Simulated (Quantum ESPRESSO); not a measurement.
**Band energies of AlSb**

```
AlSb
1.0
    0.00000     3.07752     3.07752
    3.07752     0.00000     3.07752
    3.07752     3.07752     0.00000
Al Sb
1 1
Direct
  0.00000   0.00000   0.00000
  0.25000   0.25000   0.25000
```

PBEsol (pw.x of Quantum ESPRESSO, ONCV potentials, with spin-orbit coupling); path ΓXWKΓLUWLK,UX; energies in eV from the valence-band maximum.

| k (1/Å) | point | band 18 | band 19 | band 20 | band 21 | band 22 | band 23 | band 24 | band 25 |
|---|---|---|---|---|---|---|---|---|---|
| 0.00 | Γ | 0.00 | 1.26 | 1.26 | 2.85 | 2.85 | 2.91 | 2.91 | 2.91 |
| 0.34 |  | -0.88 | 1.97 | 1.97 | 3.04 | 3.04 | 4.14 | 4.14 | 4.26 |
| 0.68 |  | -1.89 | 1.10 | 1.10 | 2.03 | 2.03 | 6.40 | 6.40 | 6.63 |
| 1.02 | X | -2.26 | 0.92 | 0.92 | 1.18 | 1.18 | 8.26 | 8.26 | 8.60 |
| 1.15 |  | -2.39 | 1.18 | 1.18 | 1.42 | 1.49 | 7.74 | 7.79 | 8.13 |
| 1.53 | W | -2.90 | 3.59 | 3.65 | 4.11 | 4.30 | 4.30 | 4.32 | 4.54 |
| 1.89 | K | -2.04 | 1.40 | 1.41 | 3.73 | 3.85 | 6.45 | 6.50 | 6.66 |
| 1.99 |  | -1.84 | 1.62 | 1.63 | 4.86 | 5.03 | 5.88 | 5.88 | 6.04 |
| 2.29 |  | -1.09 | 2.32 | 2.35 | 4.28 | 4.29 | 4.47 | 4.50 | 4.82 |
| 2.58 |  | -0.43 | 2.28 | 2.40 | 3.28 | 3.31 | 3.37 | 3.38 | 4.60 |
| 2.97 | Γ | 0.00 | 1.26 | 1.26 | 2.85 | 2.85 | 2.91 | 2.91 | 2.91 |
| 3.27 |  | -0.32 | 1.74 | 1.74 | 3.29 | 3.29 | 3.36 | 3.37 | 4.07 |
| 3.66 |  | -0.86 | 1.15 | 1.15 | 3.52 | 3.52 | 3.57 | 3.58 | 6.30 |
| 3.86 | L | -0.94 | 1.06 | 1.06 | 3.47 | 3.47 | 3.51 | 3.51 | 6.20 |
| 3.96 |  | -1.09 | 1.33 | 1.39 | 3.39 | 3.41 | 3.62 | 3.62 | 6.37 |
| 4.38 |  | -1.90 | 1.56 | 1.57 | 4.44 | 4.59 | 5.74 | 5.76 | 5.99 |
| 4.48 | U | -2.04 | 1.40 | 1.41 | 3.73 | 3.85 | 6.45 | 6.50 | 6.66 |
| 4.72 |  | -2.66 | 2.74 | 2.84 | 3.87 | 4.02 | 4.87 | 4.91 | 5.22 |
| 4.84 | W | -2.90 | 3.59 | 3.65 | 4.11 | 4.30 | 4.30 | 4.32 | 4.54 |
| 5.03 |  | -2.40 | 3.06 | 3.25 | 3.58 | 3.61 | 4.93 | 5.13 | 5.34 |
| 5.39 |  | -1.23 | 1.73 | 1.82 | 3.24 | 3.30 | 3.88 | 3.96 | 6.60 |
| 5.57 | L | -0.94 | 1.06 | 1.06 | 3.47 | 3.47 | 3.51 | 3.51 | 6.20 |
| 5.66 |  | -1.06 | 1.27 | 1.32 | 3.41 | 3.43 | 3.59 | 3.59 | 6.33 |
| 6.01 |  | -1.78 | 1.71 | 1.71 | 4.76 | 4.95 | 5.27 | 5.29 | 5.46 |
| 6.19 | K | -2.04 | 1.40 | 1.41 | 3.73 | 3.85 | 6.45 | 6.50 | 6.66 |
| 6.19 | U | -2.04 | 1.40 | 1.41 | 3.73 | 3.85 | 6.45 | 6.50 | 6.66 |
| 6.55 | X | -2.26 | 0.92 | 0.92 | 1.18 | 1.18 | 8.26 | 8.26 | 8.60 |

The PBEsol gap is indirect, 0.92 eV, from Γ to 89 % of the way from Γ to X; the smallest direct gap is 1.26 eV. Another conduction extremum on the path lies within 0.02 eV, too close to call.

Geometry relaxed with PBEsol.
